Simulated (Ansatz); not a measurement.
BeS:
```xyz
4
Lattice="3.4377 0.0000 0.0000 0.0000 3.4377 0.0000 0.0000 0.0000 5.1875" Properties=species:S:1:pos:R:3 pbc="T T T"
Be     1.7189     1.7189     2.5938
Be     0.0000     0.0000     2.5938
S      1.7189     0.0000     3.8147
S      0.0000     1.7189     1.3729
```

Relaxed with PBE+D3(BJ). Special points in fractions of this cell's reciprocal vectors: Γ (0.000, 0.000, 0.000); X (0.000, 0.500, 0.000); M (0.500, 0.500, 0.000); Z (0.000, 0.000, 0.500); R (0.000, 0.500, 0.500); A (0.500, 0.500, 0.500).

Question: List the band energies nearest the valence-band maximum at these points for the program Ansatz at the PBE+D3(BJ) level (PAW).

Answer: In eV from the valence-band maximum; about four levels below and three above (degenerate sets whole), none deeper than 8.9 eV; points with the same levels are listed once.

```json
[
 {"k": "Γ", "below": "-3.12 -3.12 -0.04 -0.04 -0.01", "above": "3.17 4.68 5.34"},
 {"k": "X", "below": "-2.10 -2.10 -1.32 -1.32", "above": "5.48 5.48 7.07 7.07"},
 {"k": "M", "below": "-2.82 -2.82 -2.54 -2.54", "above": "3.78 3.78 5.48 5.48"},
 {"k": "Z", "below": "-2.78 -1.95 -0.39 -0.39", "above": "3.78 4.90 5.05"},
 {"k": "R", "below": "-1.29 -1.29 -0.94 -0.94", "above": "5.47 5.47 6.24 6.24"},
 {"k": "A", "below": "-3.36 -3.36 -2.89 -2.89", "above": "5.49 5.49 8.01 8.01"}
]
```

Space group P4/nmm. The start of the workflow was typed in or built on a structure type; neither database checked (COD, Materials Project) lists it. COD files the formula under space group No. 216, so this cell is another polymorph or a model. Its standing as an ambient phase is unchecked. Symmetry was held in the PBE+D3(BJ) relaxation; its stability against distortions is not shown here. The volume moved by 23 % from the start of the relaxation.

Potentials: the later of the program's two PAW sets.
